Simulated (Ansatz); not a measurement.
Ta:
```xyz
2
Lattice="2.8689 0.0000 0.0000 -1.4344 2.4845 0.0000 0.0000 0.0000 5.0826" Properties=species:S:1:pos:R:3 pbc="T T T"
Ta     0.0000     1.6563     3.8120
Ta     1.4344     0.8282     1.2707
```

Relaxed with PBEsol. Special points in fractions of this cell's reciprocal vectors: Γ (0.000, 0.000, 0.000); M (0.500, 0.000, 0.000); K (0.333, 0.333, 0.000); A (0.000, 0.000, 0.500); L (0.500, 0.000, 0.500); H (0.333, 0.333, 0.500).

Q: List the band energies nearest the Fermi level at these points for PBEsol with spin–orbit coupling in the plane-wave PAW code Ansatz.

A: In eV from the Fermi level; about four levels below and three above (degenerate sets whole), none deeper than 8.9 eV; points with the same levels are listed once.

| k | below | above |
|---|---|---|
| Γ | -4.97 -4.97 -0.53 -0.53 | 0.01 0.01 0.37 0.37 |
| M | -0.41 -0.41 -0.37 -0.37 | 0.45 0.45 1.00 1.00 |
| K | -0.64 -0.64 -0.50 -0.50 | 1.22 1.22 4.15 4.15 |
| A | -1.17 -1.17 -1.17 -1.17 | 0.44 0.44 0.44 0.44 |
| L | -2.36 -2.36 -2.36 -2.36 | 1.53 1.53 1.53 1.53 |
| H | -0.76 -0.76 -0.41 -0.41 | 1.52 1.52 1.76 1.76 |

Space group P6_3/mmc (hcp (Mg type)). The start of the workflow was typed in or built on a structure type; the Crystallography Open Database copy checked does not list it. It is not the phase usual at ambient conditions (space group No. 229). The cell was relaxed with PBEsol under the symmetry of its start. At this level the phase is dynamically unstable (imaginary phonons). The run is not spin-polarised.

Potentials: the later of the program's two PAW sets.
